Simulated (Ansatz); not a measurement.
## Computed frozen-phonon scan: MgB2 (space group P6/mmm)

Relaxed MgB2 (space group P6/mmm):

```
MgB2
1.0
    6.14853     0.00000     0.00000
   -1.53713     2.66239     0.00000
    3.07427     0.00000     3.52750
Mg B
2 4
Direct
  0.00000   0.00000   0.00000
  0.50000   0.00000   0.00000
  0.08333   0.33333   0.50000
  0.58333   0.33333   0.50000
  0.91667   0.66667   0.50000
  0.41667   0.66667   0.50000
```

A phonon eigenvector at L = (0.5, 0.0, 0.5) is frozen into this cell: atom i moves by Q times the vector below, so Q is the largest atomic displacement, in Å. The cell is held. (q is in reciprocal vectors of the primitive cell; the cell shown is doubled to hold the pattern.)

```
atom       x       y      z
----  ------  ------  -----
B3     0.866   0.500  0.000
B4    -0.866  -0.500  0.000
B5    -0.866  -0.500  0.000
B6     0.866   0.500  0.000
```

Atoms not listed stay in place.

Calculation: PBE (plane waves to 420 eV, PAW, scalar-relativistic; Ansatz, an electronic-structure program). k mesh 17×17×17 (Γ-centred), Fermi-Dirac smearing 0.05 eV. The energy includes the smearing's −TS. Compression counts positive. With partly filled bands, energies and forces of such displacements shift with the k mesh and the smearing. MgB2 was relaxed with its symmetry unable to fall. The zero of ΔE is the undisplaced structure.

```tsv
Q (Å)	ΔE (meV/cell)	−dE/dQ from forces (eV/Å)	P (GPa)
-0.280	3026	18.414	9.2
-0.233	2198	16.929	6.7
-0.187	1460	14.582	4.5
-0.140	847	11.601	2.6
-0.093	385	8.096	1.2
-0.047	98	4.164	0.3
0.000	0	0.000	0.0
0.047	98	-4.164	0.3
0.093	385	-8.096	1.2
0.140	847	-11.601	2.6
0.187	1460	-14.582	4.5
0.233	2198	-16.929	6.7
0.280	3026	-18.414	9.2
```

Key numbers:

```
Item                                                                                                                 Result
-----------------------------------------------------------  --------------------------------------------------------------
Energy at Q = 0.280 Å                                                                                         3026 meV/cell
Space group of the distorted cell                                                        Imma (No. 74), lowered from P6/mmm
Symmetry of the curve                                                                         even: the same for both signs
Shape of the curve                                           a single well with its minimum at or next to zero displacement
Harmonic wavenumber from the curvature (finite differences)                                                        753 cm⁻¹
Wavenumber by perturbation theory (DFPT, on another k mesh)                                                        753 cm⁻¹
```

The 13 points together took about 8 core-minutes (a rough figure).

(A displaced cell: forces are minus the slopes of the energy, force constants its curvatures, and phonons follow from these.)
